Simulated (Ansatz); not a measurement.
Ansatz (a program for electronic structure) input:

Ansatz 0.2 input:
```yaml
crystal:
  lattice:
    - [0.0, 2.762830385, 2.762830385]
    - [2.762830385, 0.0, 2.762830385]
    - [2.762830385, 2.762830385, 0.0]
  atoms:
    - { symbol: Ca, position: [0.0, 0.0, 0.0] }
kpoints:
  mp_grid: { grid: [27, 27, 27] }
hamiltonian:
  xc: pbe
  pseudopotentials: { kind: paw }
scf:
  occupations: { method: fermi_dirac, width: 0.1 }
elastic: { mode: relaxed_ion, stencil: two_point, amplitude: 0.005, f_tol: 0.0005 }
```

Output (shortened):

```
Pseudopotential: Ca, paw, valence charge 10
Functional definition: PBE
Crystal: 1 atoms, lattice volume = 42.179 Å³
Basis set: ecut = 420 eV, 869 PW (Γ), exchange–correlation on 54×54×54 points (8 copies of the dense FFT grid, shifted against one another)
Bands: 9, of which v1, the nominal top of the filled ones, is band 5 counted from 1 (4 counted from 0)
Symmetry: 48 space group operations
Space group: Fm-3m (ITA 225), of the structure as read, at distance tolerance 3.5e-5 Å
k-points: 560 of 19683
SCF iter   1: F=—  HF=-1816.881133 eV  |F-HF|=—  |Δ(HF+E_count)|=         —  Δρ=6.79e-4  dr2=1.70e-4  ethr=1.77e-3  ⟨swp⟩=5.8  Hψ=41089  notcnv=0
preconditioner: auto → none
SCF iter   2: F=—  HF=-1816.881259 eV  |F-HF|=—  |Δ(HF+E_count)|=   1.26e-4  Δρ=3.97e-4  dr2=5.50e-5  ethr=1.70e-6  ⟨swp⟩=2.2  Hψ=12242  notcnv=0
SCF iter   3: F=—  HF=-1816.881334 eV  |F-HF|=—  |Δ(HF+E_count)|=   7.46e-5  Δρ=1.16e-4  dr2=9.74e-6  ethr=5.50e-7  ⟨swp⟩=2.0  Hψ=5667  notcnv=0
SCF iter   4: F=—  HF=-1816.881330 eV  |F-HF|=—  |Δ(HF+E_count)|=   4.21e-6  Δρ=4.63e-5  dr2=1.14e-6  ethr=9.74e-8  ⟨swp⟩=2.4  Hψ=8056  notcnv=0
SCF iter   5: F=—  HF=-1816.881330 eV  |F-HF|=—  |Δ(HF+E_count)|=   4.68e-7  Δρ=1.49e-5  dr2=1.86e-7  ethr=1.14e-8  ⟨swp⟩=2.1  Hψ=8016  notcnv=0
SCF iter   6: F=—  HF=-1816.881330 eV  |F-HF|=—  |Δ(HF+E_count)|=   6.19e-8  Δρ=5.24e-6  dr2=2.30e-8  ethr=1.86e-9  ⟨swp⟩=2.1  Hψ=7143  notcnv=0
SCF iter   7: F=—  HF=-1816.881330 eV  |F-HF|=—  |Δ(HF+E_count)|=   9.64e-9  Δρ=8.37e-7  dr2=5.83e-10  ethr=2.30e-10  ⟨swp⟩=2.7  Hψ=8423  notcnv=0
SCF iter   8: F=—  HF=-1816.881330 eV  |F-HF|=—  |Δ(HF+E_count)|=  2.52e-10  Δρ=8.14e-8  dr2=5.05e-12  ethr=5.83e-12  ⟨swp⟩=2.6  Hψ=8342  notcnv=0
SCF iter   9: F=-1816.881330 eV  HF=-1816.881330 eV  |F-HF|=4.55e-13  |Δ(HF+E_count)|=  2.50e-12  Δρ=4.73e-9  dr2=1.39e-14  ethr=1.00e-12  ⟨swp⟩=2.8  Hψ=20190  notcnv=0
SCF 1 converged in 9 iterations: F = -1816.881330 eV  dr2 = 1.39e-14
Crystal: 1 atoms, lattice volume = 41.968 Å³
Symmetry: 16 space group operations
k-points: 1470 of 19683
iter 1 solved again at ethr=2.40e-7 eV; its pass at ethr=3.10e-3 eV (dr2=2.40e-5 eV) is discarded
SCF iter   1: F=—  HF=-1816.881233 eV  |F-HF|=—  |Δ(HF+E_count)|=         —  Δρ=9.05e-5  dr2=4.00e-6  ethr=2.40e-7  ⟨swp⟩=3.2  Hψ=115157  notcnv=0
preconditioner: auto → none
SCF iter   2: F=—  HF=-1816.881235 eV  |F-HF|=—  |Δ(HF+E_count)|=   1.95e-6  Δρ=4.90e-5  dr2=9.83e-7  ethr=4.00e-8  ⟨swp⟩=1.6  Hψ=15133  notcnv=0
SCF iter   3: F=—  HF=-1816.881236 eV  |F-HF|=—  |Δ(HF+E_count)|=   1.18e-6  Δρ=7.71e-6  dr2=2.30e-8  ethr=9.83e-9  ⟨swp⟩=2.0  Hψ=15716  notcnv=0
SCF iter   4: F=—  HF=-1816.881236 eV  |F-HF|=—  |Δ(HF+E_count)|=  1.48e-10  Δρ=1.08e-6  dr2=1.95e-10  ethr=2.30e-10  ⟨swp⟩=2.2  Hψ=20643  notcnv=0
SCF iter   5: F=—  HF=-1816.881236 eV  |F-HF|=—  |Δ(HF+E_count)|=  4.98e-11  Δρ=1.09e-7  dr2=4.26e-12  ethr=1.95e-12  ⟨swp⟩=2.1  Hψ=16498  notcnv=0
SCF iter   6: F=-1816.881236 eV  HF=-1816.881236 eV  |F-HF|=2.27e-13  |Δ(HF+E_count)|=  9.09e-13  Δρ=9.79e-9  dr2=2.12e-14  ethr=1.00e-12  ⟨swp⟩=3.1  Hψ=54128  notcnv=0
SCF 2 converged in 6 iterations: F = -1816.881236 eV  dr2 = 2.12e-14
Crystal: 1 atoms, lattice volume = 42.390 Å³
iter 1 solved again at ethr=6.35e-12 eV; its pass at ethr=3.10e-3 eV (dr2=6.35e-10 eV) is discarded
SCF iter   1: F=—  HF=-1816.881276 eV  |F-HF|=—  |Δ(HF+E_count)|=         —  Δρ=3.92e-6  dr2=5.95e-10  ethr=6.35e-12  ⟨swp⟩=3.1  Hψ=114739  notcnv=0
preconditioner: auto → none
SCF iter   2: F=—  HF=-1816.881278 eV  |F-HF|=—  |Δ(HF+E_count)|=   1.35e-6  Δρ=1.98e-6  dr2=1.61e-10  ethr=5.95e-12  ⟨swp⟩=3.0  Hψ=20238  notcnv=0
SCF iter   3: F=—  HF=-1816.881278 eV  |F-HF|=—  |Δ(HF+E_count)|=   1.02e-8  Δρ=4.59e-8  dr2=3.14e-13  ethr=1.61e-12  ⟨swp⟩=2.3  Hψ=18770  notcnv=0
SCF iter   4: F=-1816.881278 eV  HF=-1816.881278 eV  |F-HF|=9.09e-13  |Δ(HF+E_count)|=  2.73e-12  Δρ=9.14e-9  dr2=5.81e-15  ethr=1.00e-12  ⟨swp⟩=4.4  Hψ=41416  notcnv=0
SCF 3 converged in 4 iterations: F = -1816.881278 eV  dr2 = 5.81e-15
Crystal: 1 atoms, lattice volume = 42.178 Å³
Symmetry: 8 space group operations
k-points: 2744 of 19683
iter 1 solved again at ethr=1.50e-7 eV; its pass at ethr=3.10e-3 eV (dr2=1.50e-5 eV) is discarded
SCF iter   1: F=—  HF=-1816.881276 eV  |F-HF|=—  |Δ(HF+E_count)|=         —  Δρ=6.25e-5  dr2=1.21e-6  ethr=1.50e-7  ⟨swp⟩=3.3  Hψ=210946  notcnv=0
preconditioner: auto → none
SCF iter   2: F=—  HF=-1816.881278 eV  |F-HF|=—  |Δ(HF+E_count)|=   1.97e-6  Δρ=3.34e-5  dr2=3.52e-7  ethr=1.21e-8  ⟨swp⟩=1.0  Hψ=24781  notcnv=0
SCF iter   3: F=—  HF=-1816.881278 eV  |F-HF|=—  |Δ(HF+E_count)|=   2.63e-7  Δρ=4.17e-7  dr2=8.99e-11  ethr=3.52e-9  ⟨swp⟩=2.8  Hψ=35003  notcnv=0
SCF iter   4: F=—  HF=-1816.881278 eV  |F-HF|=—  |Δ(HF+E_count)|=  6.82e-12  Δρ=1.16e-7  dr2=1.92e-12  ethr=8.99e-13 (applied; sched 1.00e-12)  ⟨swp⟩=2.1  Hψ=38576  notcnv=0
SCF iter   5: F=-1816.881278 eV  HF=-1816.881278 eV  |F-HF|=2.27e-13  |Δ(HF+E_count)|=  5.23e-12  Δρ=1.81e-8  dr2=9.27e-14  ethr=1.00e-12  ⟨swp⟩=4.9  Hψ=82965  notcnv=0
SCF 4 converged in 5 iterations: F = -1816.881278 eV  dr2 = 9.27e-14
Crystal: 1 atoms, lattice volume = 42.178 Å³
iter 1 solved again at ethr=1.26e-11 eV; its pass at ethr=3.10e-3 eV (dr2=1.26e-9 eV) is discarded
SCF iter   1: F=—  HF=-1816.881277 eV  |F-HF|=—  |Δ(HF+E_count)|=         —  Δρ=1.64e-6  dr2=1.28e-9  ethr=1.26e-11  ⟨swp⟩=2.6  Hψ=206509  notcnv=0
preconditioner: auto → none
SCF iter   2: F=—  HF=-1816.881278 eV  |F-HF|=—  |Δ(HF+E_count)|=   1.38e-6  Δρ=8.07e-7  dr2=2.61e-10  ethr=1.26e-11  ⟨swp⟩=2.0  Hψ=30126  notcnv=0
SCF iter   3: F=—  HF=-1816.881278 eV  |F-HF|=—  |Δ(HF+E_count)|=  5.40e-10  Δρ=1.32e-7  dr2=4.91e-12  ethr=2.61e-12  ⟨swp⟩=1.1  Hψ=25028  notcnv=0
SCF iter   4: F=-1816.881278 eV  HF=-1816.881278 eV  |F-HF|=2.27e-13  |Δ(HF+E_count)|=  2.27e-12  Δρ=2.16e-8  dr2=6.11e-14  ethr=1.00e-12  ⟨swp⟩=3.2  Hψ=100277  notcnv=0
SCF 5 converged in 4 iterations: F = -1816.881278 eV  dr2 = 6.11e-14
SCF converged after 9 iterations
Free energy (F): -1816.881330 eV
Harris-Foulkes:  -1816.881330 eV  (|F-HF|=4.55e-13)
Internal energy: -1816.840899 eV  (E = F + TS)
E sigma→0 (E₀):  -1816.861114 eV
Entropy (-TS):   -0.040431 eV (-40.431 meV/atom)
Fermi energy:    4.947945 eV
--- Per-component energies (eV) ---
  E_band       = -175.149225
  E_kinetic    = 275.545576
  E_local      = -848.519280  (includes V_loc(G=0)·N_el)
  E_nonlocal   = 63.658719
  E_hartree    = 284.006102
  E_xc         = -135.890807
  E_vxc        = -169.378915  (∫ρ·V_xc dr)
  E_paw        = -858.243071  (= ΣΔE_a)
  E_vpaw       = -64.467519  (= ΣTr[D̂ρ^β])
  E_aug_tail   = -0.000006  (compensation charges beyond the density's cutoff)
  E_ewald      = -597.398132
  E_smearing   = -0.040431  (= −TS)
  E_closure    = 0.000000  (closes the sum)
  Σ components = -1816.881330   (vs F -1816.881330, Δ=0.00e0)
  [band-id]    e_kinetic+e_local+e_nonlocal+2·e_hartree+e_vxc+e_vpaw+e_augmentation_tail = -175.149221   (vs E_band -175.149225, Δ=3.74e-6)
--- Forces (eV/Å), atoms counted from 1 ---
  atom   1  Ca     0.00000000     0.00000000     0.00000000
  max |Σ_I F_I| component: 0.0 eV/Å
--- Stress (GPa, compression-positive) ---
        0.015645       0.000000       0.000000
        0.000000       0.015645       0.000000
        0.000000       0.000000       0.015645
  P = ⅓ Tr σ = 0.0156 GPa (0.156 kbar)
--- Band table (eV; the first three rows and the last of 560) ---
  k-point 0: bands = ["-37.0723", "-17.9890", "-17.9890", "-17.9890", "0.9252", "7.2869", "7.2869", "7.2869", "8.3563"]
  k-point 1: bands = ["-37.0722", "-17.9909", "-17.9893", "-17.9893", "0.9487", "7.2608", "7.2963", "7.2963", "8.3478"]
  k-point 2: bands = ["-37.0716", "-17.9965", "-17.9900", "-17.9900", "1.0190", "7.1849", "7.3229", "7.3229", "8.3247"]
  k-point 559: bands = ["-37.0543", "-18.0815", "-18.0775", "-18.0402", "5.1375", "5.6266", "5.6564", "7.5308", "9.2072"]
--- Elastic constants: 2 strain directions × 2 members + reference (group order 48) ---
  dense FFT box of the reference and of every strained cell: 27×27×27
  strains applied: 11, 23; error gains: componentwise 1.00 (the most a stress slope's error grows in a printed constant), spectral 1.73 (1 for all six strains …
  C = ∂σ_k/∂η_j (tension-positive GPa; Voigt order 11 22 33 23 13 12):
        22.234     15.083     15.083      0.000      0.000      0.000
        15.083     22.234     15.083      0.000      0.000      0.000
        15.083     15.083     22.234      0.000      0.000      0.000
         0.000      0.000      0.000     15.741      0.000      0.000
         0.000      0.000      0.000      0.000     15.741      0.000
         0.000      0.000      0.000      0.000      0.000     15.741
  reference stress σ⁰ (GPa):     -0.016     -0.016     -0.016      0.000      0.000      0.000
  C* (energy form; C + prestress term) asymmetry max|C*_kj − C*_jk| = 1.066e-14 GPa — a small one proves nothing (zero by symmetry where the batch's group is …
  moduli (Voigt/Reuss/Hill, GPa): K = 17.47/17.47/17.47   G = 10.87/6.67/8.77   E = 22.54   ν = 0.285
  mechanically stable: yes (min eigenvalue of sym C = 7.15 GPa)
  where every solve meets its electron count the energy-path curvature estimates C_jj along a normal strain and C_jj − ¼(σ⁰_aa + σ⁰_bb) along a shear (ab), of …
  strain η (Voigt 11):  stress-route row diagonal C_11 = 22.23 GPa, energy-path curvature d²(F+E_count+ΔE)/dδ²/Ω₀ = 22.23 GPa
         δ    σ_11 (GPa)             F (eV)   n_scf  n_hpsi   n_pw
    -5.000e-3      -0.1272       -1816.8812362       6  256309    869   relax 0 steps, max|allowed force component| 0.00e0 eV/Å
     5.000e-3       0.0951       -1816.8812779       4  214309    869   relax 0 steps, max|allowed force component| 0.00e0 eV/Å
  strain η (Voigt 23):  stress-route row diagonal C_44 = 15.74 GPa, energy-path curvature d²(F+E_count+ΔE)/dδ²/Ω₀ = 15.75 GPa
         δ    σ_23 (GPa)             F (eV)   n_scf  n_hpsi   n_pw
    -5.000e-3      -0.0787       -1816.8812783       5  428039    869   relax 0 steps, max|allowed force component| 0.00e0 eV/Å
     5.000e-3       0.0787       -1816.8812783       4  397636    869   relax 0 steps, max|allowed force component| 0.00e0 eV/Å
```

Cost: roughly 3 core-minutes on shared cores.

Symmetry was held in the PBE relaxation. As this level gives no gap, shear constants depend on the k-mesh and smearing (Fermi–Dirac, 0.1 eV here).

Potentials: the later of the program's two PAW sets.

Ansatz is a plane-wave DFT program.
